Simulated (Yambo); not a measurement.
Yambo run on TiCdO3 (space group R-3, No. 148). The wavefunctions come from this Quantum ESPRESSO step (PBEsol, PseudoDojo standard norm-conserving files, scalar-relativistic):

```
&CONTROL
  calculation = 'nscf'
  pseudo_dir = './pseudo'
  outdir = './out'
/
&SYSTEM
  ibrav = 0
  nat = 10
  ntyp = 3
  ecutwfc = 102.0
  ecutrho = 408.0
  occupations = 'fixed'
  force_symmorphic = .true.
  nbnd = 201
/
&ELECTRONS
  conv_thr = 1e-08
  diago_full_acc = .true.
  diago_thr_init = 1e-08
/
ATOMIC_SPECIES
O 15.9990 O.upf
Ti 47.8670 Ti.upf
Cd 112.4140 Cd.upf
CELL_PARAMETERS angstrom
  2.629944922000   1.518399409000   4.968480000000
 -2.629944922000   1.518399409000   4.968480000000
  0.000000000000  -3.036798817000   4.968480000000
ATOMIC_POSITIONS crystal
O   0.804510000000   0.437700000000   0.035810000000
O   0.195490000000   0.562300000000   0.964190000000
O   0.035810000000   0.804510000000   0.437700000000
O   0.964190000000   0.195490000000   0.562300000000
O   0.437700000000   0.035810000000   0.804510000000
O   0.562300000000   0.964190000000   0.195490000000
Ti   0.849950000000   0.849950000000   0.849950000000
Ti   0.150050000000   0.150050000000   0.150050000000
Cd   0.636817000000   0.636817000000   0.636817000000
Cd   0.363183000000   0.363183000000   0.363183000000
K_POINTS automatic
2 2 2 0 0 0
```

Yambo input:

```
rim_cut
gw0
dyson
el_el_corr
HF_and_locXC
ppa
em1d
RandQpts= 1000000
RandGvec= 1 Ry
EXXRLvcs= 102 Ry
VXCRLvcs= 408 Ry
Chimod= "HARTREE"
% BndsRnXp
 11 | 200 |
%
NGsBlkXp= 7 Ry
% LongDrXp
 1.0 | 1.0 | 1.0 |
%
PPAPntXp= 27.2114 eV
% GbndRnge
 1 | 200 |
%
GTermKind= "BG"
DysSolver= "n"
ExtendOut
% QPkrange
 1 | 1 | 50 | 51 |
 3 | 3 | 50 | 51 |
%
```

k points by index: 1 = Γ, 3 = F.

The o-*.qp file then holds:

```
#    K-point    Band    Eo [eV]    E [eV]    E-Eo [eV]    Vxc [eV]    Vnlxc [eV]    Sc|Eo [eV]    Sc|E [eV]    dSc/dw|Eo [eV]    Re(Z)    Im(Z)
#
    1    50    -0.009137    -0.385979    -0.376842    -20.79345    -25.73600    4.457765    4.565716    -7.792087    0.777388    -0.001498
    1    51    3.060939    4.122101    1.061162    -16.59668    -10.87581    -4.403912    -4.659716    -6.558874    0.805778    -0.001254
    3    50    0.000000    -0.360534    -0.360534    -20.55557    -25.45771    4.437537    4.541606    -7.851513    0.776070    -0.001550
    3    51    3.344533    4.756822    1.412290    -19.69429    -12.13279    -5.741103    -6.149208    -7.860920    0.775853    -0.003100
```
(The two width columns are left out.) Convergence of these settings isn't established.

Spin-orbit coupling is not included.

Geometry of the Materials Project entry, not relaxed at this level.
